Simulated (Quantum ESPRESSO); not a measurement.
## Band energies of MoS₂ monolayer at +5 % biaxial strain

```xyz
3
Lattice="3.2980 0.0000 0.0000 -1.6490 2.8562 0.0000 0.0000 0.0000 16.1000" Properties=species:S:1:pos:R:3 pbc="T T T"
S      1.6490     0.9521    -1.5084
S      1.6490     0.9521     1.5084
Mo     0.0000     0.0000     0.0000
```

PBEsol (Quantum ESPRESSO, PseudoDojo norm-conserving, 80 Ry, no spin-orbit coupling); path ΓMKΓ; energies in eV from the valence-band maximum.

```csv
k (1/Å),point,band 9,band 10,band 11,band 12,band 13,band 14,band 15,band 16
0.00,Γ,-3.32,-2.19,-2.19,-1.72,0.00,2.11,2.11,2.50
0.11,,-3.28,-2.38,-2.25,-1.57,-0.03,2.06,2.18,2.42
0.33,,-3.07,-3.02,-2.60,-1.29,-0.35,1.94,2.05,2.18
0.44,,-3.43,-2.83,-2.81,-1.33,-0.63,1.93,2.00,2.05
0.66,,-4.12,-3.27,-2.31,-1.60,-1.16,1.67,1.91,2.60
0.77,,-4.26,-3.44,-2.08,-1.73,-1.24,1.56,1.93,2.90
0.99,,-4.32,-3.65,-1.88,-1.76,-1.03,1.45,1.94,3.29
1.10,M,-4.34,-3.67,-1.89,-1.72,-0.97,1.44,1.93,3.34
1.31,,-4.30,-3.54,-2.28,-1.91,-0.91,1.42,2.08,3.32
1.42,,-4.26,-3.40,-2.80,-1.95,-0.85,1.28,2.31,3.14
1.63,,-4.23,-3.81,-3.13,-2.15,-0.62,0.86,2.80,2.89
1.74,K,-4.34,-3.96,-3.07,-2.21,-0.54,0.76,2.87,2.89
1.93,,-4.03,-3.67,-3.24,-2.01,-0.80,1.10,2.56,2.84
2.03,,-4.00,-3.37,-3.35,-1.82,-0.99,1.39,2.23,2.73
2.22,,-4.12,-3.51,-2.77,-1.47,-1.22,1.68,1.83,2.37
2.32,,-4.20,-3.48,-2.63,-1.33,-1.18,1.59,1.92,2.18
2.52,,-3.47,-3.16,-2.76,-1.18,-0.76,1.77,1.90,2.01
2.61,,-3.19,-2.92,-2.87,-1.19,-0.49,1.86,1.94,2.10
2.81,,-3.21,-2.63,-2.37,-1.41,-0.11,1.98,2.28,2.32
3.00,Γ,-3.32,-2.19,-2.19,-1.72,0.00,2.11,2.11,2.50
```

The PBEsol gap is indirect, 0.76 eV, from Γ to K; the smallest direct gap is 1.30 eV. The valence-band maximum lies 5.69 eV below the vacuum level.

Spin-orbit splittings are left out.

Geometry strained from the cell relaxed with PBEsol, atoms relaxed again.
